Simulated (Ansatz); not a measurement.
Ansatz (a quantum-chemistry and plane-wave program) input:

Ansatz 0.2 input:
```yaml
crystal:
  lattice:
    - [4.4449831539, 0.0, 0.0]
    - [-2.222491577, 3.8494683307, 0.0]
    - [0.0, 0.0, 6.472415918]
  atoms:
    - { symbol: Sr, position: [0.0, 0.0, 0.5] }
    - { symbol: Mg, position: [0.6666666667, 0.3333333333, 0.8763030306] }
    - { symbol: Mg, position: [0.3333333333, 0.6666666667, 0.1236969694] }
    - { symbol: Fe, position: [0.0, 0.0, 0.0] }
    - { symbol: H, position: [0.3224926344, 0.1612463172, 0.1460104502] }
    - { symbol: H, position: [0.6775073656, 0.8387536828, 0.8539895498] }
    - { symbol: H, position: [0.8387536828, 0.1612463172, 0.1460104502] }
    - { symbol: H, position: [0.1612463172, 0.8387536828, 0.8539895498] }
    - { symbol: H, position: [0.8387536828, 0.6775073656, 0.1460104502] }
    - { symbol: H, position: [0.1612463172, 0.3224926344, 0.8539895498] }
    - { symbol: H, position: [0.6666666667, 0.3333333333, 0.5800517965] }
    - { symbol: H, position: [0.3333333333, 0.6666666667, 0.4199482035] }
kpoints:
  mp_grid: { grid: [4, 4, 3] }
hamiltonian:
  xc: hse06
  pseudopotentials: { kind: paw }
scf:
  n_extra_bands: 12
  occupations: { method: fixed }
output:
  eigenvalues: true
  eigenstates:
    e_range: [-9.0, 10.4]
    kpoints:
      - [0.0, 0.5, 0.5]  # VBM
      - [0.0, 0.5, 0.0]  # CBM
      - [0.0, 0.0, 0.0]  # GAMMA
      - [0.0, 0.0, 0.5]  # A
      - [0.3333333333, 0.3333333333, 0.0]  # K
      - [0.3333333333, 0.3333333333, 0.5]  # H
      - [0.5, 0.0, 0.0]  # M
      - [0.5, 0.0, 0.5]  # L
```

Output (shortened):

```
Pseudopotential: Sr, paw, valence charge 10
Pseudopotential: Mg, paw, valence charge 10
Pseudopotential: Fe, paw, valence charge 16
Pseudopotential: H, paw, valence charge 1
Functional definition: HSE06
davidson cushion auto → on  (no smearing: the cushion is to keep the highest requested band from converging to the state above it …
Crystal: 12 atoms, lattice volume = 110.748 Å³
Basis set: ecut = 420 eV, 2151 PW (Γ)
Bands: 39, of which v1, the nominal top of the filled ones, is band 27 counted from 1 (26 counted from 0)
Symmetry: 12 space group operations
Space group: P-3m1 (ITA 164), of the structure as read, at distance tolerance 4.8e-5 Å
k-points: 9 of 48
SCF iter   1: F=—  HF=-12003.858533 eV  |F-HF|=—  |Δ(HF+E_count)|=         —  Δρ=5.51e-3  dr2=4.32e-2  ethr=1.77e-3  ⟨swp⟩=9.6  Hψ=1820  notcnv=0
preconditioner: auto → none
iter 2 solved again at ethr=7.93e-6 eV; its pass at ethr=8.01e-5 eV (dr2=4.28e-3 eV) is discarded
SCF iter   2: F=—  HF=-12003.842834 eV  |F-HF|=—  |Δ(HF+E_count)|=   1.57e-2  Δρ=2.19e-3  dr2=4.29e-3  ethr=7.93e-6  ⟨swp⟩=2.6  Hψ=1697  notcnv=0
SCF iter   3: F=—  HF=-12003.844472 eV  |F-HF|=—  |Δ(HF+E_count)|=   1.64e-3  Δρ=4.55e-3  dr2=2.17e-2  ethr=7.93e-6  ⟨swp⟩=3.8  Hψ=951  notcnv=0  recentre
SCF iter   4: F=—  HF=-12003.843228 eV  |F-HF|=—  |Δ(HF+E_count)|=   1.24e-3  Δρ=2.58e-3  dr2=7.82e-3  ethr=7.93e-6  ⟨swp⟩=3.8  Hψ=976  notcnv=0
SCF iter   5: F=-12003.842566 eV  HF=-12003.842570 eV  |F-HF|=3.88e-6  |Δ(HF+E_count)|=   6.58e-4  Δρ=3.21e-4  dr2=5.28e-5  ethr=7.93e-6  ⟨swp⟩=2.2  Hψ=776  notcnv=0
SCF 1 stopped early in 5 iterations: F = -12003.842566 eV  dr2 = 5.28e-5
Crystal: 12 atoms, lattice volume = 110.748 Å³
Exchange kernel: α = 0.2500, screened, ω = 0.2079 Å⁻¹, Wigner–Seitz truncation, v(0) = 1041.4674 eV·Å³, q-mesh 4×4×3, nearest image of the exchange supercell L …
Frozen-core exchange: fock
SCF iter   1: F=—  HF=-12005.818283 eV  |F-HF|=—  |Δ(HF+E_count)|=         —  Δρ=7.74e-3  dr2=4.00e-2  ethr=9.78e-7  ⟨swp⟩=8.0  Hψ=1869  notcnv=0
preconditioner: auto → none
SCF iter   2: F=—  HF=-12005.811808 eV  |F-HF|=—  |Δ(HF+E_count)|=   6.47e-3  Δρ=8.00e-3  dr2=6.39e-2  ethr=9.78e-7  ⟨swp⟩=5.0  Hψ=1386  notcnv=0
SCF iter   3: F=—  HF=-12005.814469 eV  |F-HF|=—  |Δ(HF+E_count)|=   2.66e-3  Δρ=9.45e-3  dr2=9.94e-2  ethr=9.78e-7  ⟨swp⟩=5.1  Hψ=1307  notcnv=0
SCF iter   4: F=—  HF=-12005.802289 eV  |F-HF|=—  |Δ(HF+E_count)|=   1.22e-2  Δρ=9.16e-4  dr2=1.10e-2  ethr=9.78e-7  ⟨swp⟩=4.9  Hψ=1276  notcnv=0
SCF iter   5: F=—  HF=-12005.854420 eV  |F-HF|=—  |Δ(HF+E_count)|=   5.21e-2  Δρ=2.10e-3  dr2=2.68e-3  ethr=4.86e-7  ⟨swp⟩=5.0  Hψ=1456  notcnv=0
SCF iter   6: F=—  HF=-12005.857912 eV  |F-HF|=—  |Δ(HF+E_count)|=   3.49e-3  Δρ=1.12e-3  dr2=1.22e-3  ethr=4.86e-7  ⟨swp⟩=4.3  Hψ=1132  notcnv=0
SCF iter   7: F=—  HF=-12005.857639 eV  |F-HF|=—  |Δ(HF+E_count)|=   2.73e-4  Δρ=4.19e-4  dr2=1.87e-4  ethr=4.86e-7  ⟨swp⟩=3.0  Hψ=912  notcnv=0
SCF iter   8: F=-12005.857844 eV  HF=-12005.857853 eV  |F-HF|=8.59e-6  |Δ(HF+E_count)|=   2.14e-4  Δρ=1.85e-4  dr2=2.87e-5  ethr=2.47e-7  ⟨swp⟩=3.8  Hψ=906  notcnv=0
SCF 2 stopped early in 8 iterations: F = -12005.857844 eV  dr2 = 2.87e-5
hybrid outer 1: dexx = +7.653e-2 eV, tail = 3.26e-4 eV
Crystal: 12 atoms, lattice volume = 110.748 Å³
Exchange kernel: α = 0.2500, screened, ω = 0.2079 Å⁻¹, Wigner–Seitz truncation, v(0) = 1041.4674 eV·Å³, q-mesh 4×4×3, nearest image of the exchange supercell L …
Frozen-core exchange: fock
SCF iter   1: F=—  HF=-12005.858278 eV  |F-HF|=—  |Δ(HF+E_count)|=         —  Δρ=1.94e-4  dr2=3.90e-5  ethr=3.02e-6  ⟨swp⟩=3.0  Hψ=825  notcnv=0
preconditioner: auto → none
iter 2 solved again at ethr=1.23e-9 eV; its pass at ethr=5.03e-8 eV (dr2=6.62e-7 eV) is discarded
SCF iter   2: F=—  HF=-12005.858275 eV  |F-HF|=—  |Δ(HF+E_count)|=   3.04e-6  Δρ=4.99e-5  dr2=2.45e-6  ethr=1.23e-9  ⟨swp⟩=3.1  Hψ=1788  notcnv=0
SCF iter   3: F=—  HF=-12005.858282 eV  |F-HF|=—  |Δ(HF+E_count)|=   7.35e-6  Δρ=4.80e-5  dr2=1.45e-6  ethr=1.22e-9  ⟨swp⟩=4.3  Hψ=1088  notcnv=0
SCF iter   4: F=—  HF=-12005.858282 eV  |F-HF|=—  |Δ(HF+E_count)|=   3.58e-7  Δρ=5.23e-6  dr2=2.34e-7  ethr=1.22e-9  ⟨swp⟩=3.0  Hψ=825  notcnv=0
SCF iter   5: F=-12005.858283 eV  HF=-12005.858283 eV  |F-HF|=4.52e-8  |Δ(HF+E_count)|=   7.98e-7  Δρ=1.35e-5  dr2=9.97e-8  ethr=1.52e-11  ⟨swp⟩=5.3  Hψ=1258  notcnv=0
SCF 3 converged in 5 iterations: F = -12005.858283 eV  dr2 = 9.97e-8
hybrid outer 2: dexx = +1.260e-5 eV, tail = 5.43e-7 eV, Δε = 9.07e-3 eV (about 5.00e-4 eV left of the loop's levels)
NSCF: frozen V_eff on 8 k-points
hybrid SCF converged: 2 outer / 13 inner (+5 warm-up), last move |dexx| = 1.26e-5 eV, tail = 5.43e-7 eV
Stability not checked (fock_operator)
Free energy (F): -12005.858284 eV
Frozen-core exchange: fock
Harris-Foulkes:  -12005.858284 eV  (|F-HF|=4.52e-8)
Internal energy: -12005.858284 eV  (E = F + TS)
E sigma→0 (E₀):  -12005.858284 eV
Fermi energy:    4.785429 eV
--- Per-component energies (eV) ---
  E_band       = -1317.065520
  E_kinetic    = 873.496440
  E_local      = -8285.017783  (includes V_loc(G=0)·N_el)
  E_nonlocal   = 610.640258
  E_hartree    = 3257.872092
  E_xc         = -345.443056
  E_vxc        = -393.757591  (∫ρ·V_xc dr)
  E_exx        = -215.030572  (= α·E_x^exact, valence–valence)
  E_paw        = -4516.720777  (= ΣΔE_a)
  E_vpaw       = -208.097456  (= ΣTr[D̂ρ^β])
  E_aug_tail   = -0.009046  (compensation charges beyond the density's cutoff)
  E_ewald      = -3385.000343
  E_core_change = -0.645497  (= ΣΔE_core)
  E_smearing   =  0.000000  (= −TS)
  E_closure    = 0.000000  (closes the sum)
  Σ components = -12005.858284   (vs F -12005.858284, Δ=0.00e0)
  [band-id]    e_kinetic+e_local+e_nonlocal+2·e_hartree+e_vxc+2·e_exx+e_vpaw+e_augmentation_tail = -1317.062137   (vs E_band -1317.065520, Δ=3.38e-3)
--- Band table (eV; the first three rows and the last of 9) ---
  k-point 0: bands = ["-85.1451", "-74.1436", "-74.1403", "-49.6266", "-49.5941", "-49.5941", "-39.0503", "-39.0503", "-39.0395", "-39.0362", "-39.0362", "-39.0300", "-30.9126", "-11.7867", "-11.6353", "-11.6353", "-4.0672", "0.3112", "1.3708", "1.8959", …
  k-point 1: bands = ["-85.1451", "-74.1436", "-74.1403", "-49.6266", "-49.5941", "-49.5941", "-39.0503", "-39.0503", "-39.0395", "-39.0362", "-39.0362", "-39.0300", "-30.9125", "-11.8031", "-11.6355", "-11.6355", "-3.8187", "-0.6580", "1.9530", "1.9530", …
  k-point 2: bands = ["-85.1451", "-74.1432", "-74.1407", "-49.6270", "-49.5940", "-49.5934", "-39.0511", "-39.0510", "-39.0439", "-39.0357", "-39.0326", "-39.0295", "-30.9087", "-11.7723", "-11.7223", "-11.6500", "-3.4123", "0.2952", "1.4427", "1.9643", …
  k-point 8: bands = ["-85.1452", "-74.1425", "-74.1414", "-49.6273", "-49.5935", "-49.5929", "-39.0532", "-39.0501", "-39.0469", "-39.0348", "-39.0305", "-39.0295", "-30.9046", "-11.7716", "-11.7701", "-11.7006", "-2.0437", "0.0747", "0.2238", "1.2368", …
```

Cost: very roughly 2.5 core-minutes on shared cores.

The points marked VBM and CBM come from a semilocal run.

The first step of the workflow began from a Materials Project structure, measured or hypothetical; the Crystallography Open Database copy checked does not list it. Its standing as an ambient phase is unchecked. The PBEsol relaxation kept the symmetry of its start; whether a distortion lowers the energy is not shown. No spin polarisation was allowed. Spin–orbit coupling is left out wherever it is not named.

Potentials: the later of the program's two PAW sets.

Ansatz is a plane-wave DFT program.
